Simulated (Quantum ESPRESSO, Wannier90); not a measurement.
Wannierisation of BN (zinc blende)

Structure: Materials Project mp-1639, symmetrised, not relaxed again. COD (Crystallography Open Database) has the formula in 3 space groups, this one among them (matched by group alone). Method: LDA plane waves in Quantum ESPRESSO 7.5 (PseudoDojo norm-conserving files, 68 Ry, no spin polarisation, no spin-orbit coupling), Bloch states on a 12×12×12 mesh through Γ, Wannier90 4.0.1. Density: 14×14×14 mesh, cold smearing 0.01 Ry.

```
begin unit_cell_cart
ang
    0.0000000000    1.8130000000    1.8130000000
    1.8130000000    0.0000000000    1.8130000000
    1.8130000000    1.8130000000    0.0000000000
end unit_cell_cart
mp_grid = 12 12 12
```

Q: Which shells of neighbouring k-points and which b-vectors and weights does Wannier90 pick for this cell and mesh?

A: 
```
 *---------------------------------- K-MESH ----------------------------------*
 +----------------------------------------------------------------------------+
 |                    Distance to Nearest-Neighbour Shells                    |
 |                    ------------------------------------                    |
 |          Shell             Distance (Ang^-1)          Multiplicity         |
 |          -----             -----------------          ------------         |
 |             1                   0.250110                      8            |
 |             2                   0.288802                      6            |
 |             3                   0.408428                     12            |
 |             4                   0.478925                     24            |
 |             5                   0.500220                      8            |
 |             6                   0.577605                      6            |
 |             7                   0.629430                     24            |
 |             8                   0.645782                     24            |
       ... (lines left out)
 +----------------------------------------------------------------------------+
 | The b-vectors are chosen automatically                                     |
 | The following shells are used:                       1                     |
 +----------------------------------------------------------------------------+
 |                        Shell   # Nearest-Neighbours                        |
 |                        -----   --------------------                        |
 |                          1               8                                 |
 +----------------------------------------------------------------------------+
 | Completeness relation is fully satisfied [Eq. (B1), PRB 56, 12847 (1997)]  |
 +----------------------------------------------------------------------------+
 |                  b_k Vectors (Ang^-1) and Weights (Ang^2)                  |
 |                  ----------------------------------------                  |
 |            No.         b_k(x)      b_k(y)      b_k(z)        w_b           |
 |            ---        --------------------------------     --------        |
 |             1         0.144401    0.144401   -0.144401     5.994713        |
 |             2         0.144401   -0.144401    0.144401     5.994713        |
 |             3        -0.144401    0.144401    0.144401     5.994713        |
 |             4         0.144401    0.144401    0.144401     5.994713        |
 |             5        -0.144401   -0.144401    0.144401     5.994713        |
 |             6        -0.144401    0.144401   -0.144401     5.994713        |
 |             7         0.144401   -0.144401   -0.144401     5.994713        |
 |             8        -0.144401   -0.144401   -0.144401     5.994713        |
```
